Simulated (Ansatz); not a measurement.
An element in the diamond structure gives these cold pressures by all-electron LAPW under LDA (Ansatz 0.2.0, scalar-relativistic, no spin polarisation).

```csv
V (Å³/atom),P (GPa)
22.53,0.03
21.40,8.64
19.15,36.4
16.90,88.2
14.65,187.5
12.39,386.1
10.14,813.0
9.01,1211
```

Q: Which element is it?

A: Pt. Its zero-pressure volume in this structure is near 22.5 Å³/atom; the volume and the steepness of P(V) together point to it, though neighbours can come close. Neighbours weren't tried against these numbers.
